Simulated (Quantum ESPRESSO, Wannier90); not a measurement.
**Wannier functions of TlBr (CsCl type)**

```
TlBr
1.0
    3.99991     0.00000     0.00000
    0.00000     3.99991     0.00000
    0.00000     0.00000     3.99991
Tl Br
1 1
Direct
  0.00000   0.00000   0.00000
  0.50000   0.50000   0.50000
```

Structure: Materials Project mp-22875, symmetrised, not relaxed again. COD (Crystallography Open Database) has an entry of this formula and space group (matched by these alone). Level: PBE, no spin polarisation, no spin-orbit coupling; pw.x of Quantum ESPRESSO at 49 Ry with PseudoDojo potentials, 8×8×8 k-points, Wannier90. Density: 8×8×8 mesh, cold smearing 0.01 Ry. Spin-orbit coupling is left out although heavy elements are present.

Valence charges of the files: Tl 13, Br 7. 20 bands were computed.

Isolated groups of bands, relative to the valence-band maximum (bands from 11 on overlap up to the last one computed):

```json
[
 {"bands": "1", "from (eV)": "-13.65", "to (eV)": "-13.13", "filling": "filled", "weight on atomic waves": "Br 4s 90 %, Tl 6p 8 %"},
 {"bands": "2–6", "from (eV)": "-10.07", "to (eV)": "-9.85", "filling": "filled", "weight on atomic waves": "Tl 5d 100 %"},
 {"bands": "7–10", "from (eV)": "-5.44", "to (eV)": "0.00", "filling": "filled", "weight on atomic waves": "Br 4p 66 %, Tl 6s 23 %, Tl 6p 9 %"}
]
```

Wanted is a model with the orbitals Tl s p, Br s p, without the filled groups that are mainly made of other shells (semicore states, and anion s where it isn't named); all higher bands stay in for disentanglement.

Q: Give num_wann, exclude_bands and num_bands, and the number of electrons that the model holds.

A: Electrons: 1×13 + 1×7 = 20, which fill 10 bands.
num_wann = 1×4 + 1×4 = 8.
exclude_bands = 2-6, 5 bands, so num_bands = 20 − 5 = 15.
The model holds 20 − 2×5 = 10 electrons. With the window frozen to 3.40 eV it follows pw.x to 3.4 meV rms (states up to 2.9 eV relative to the valence-band maximum).
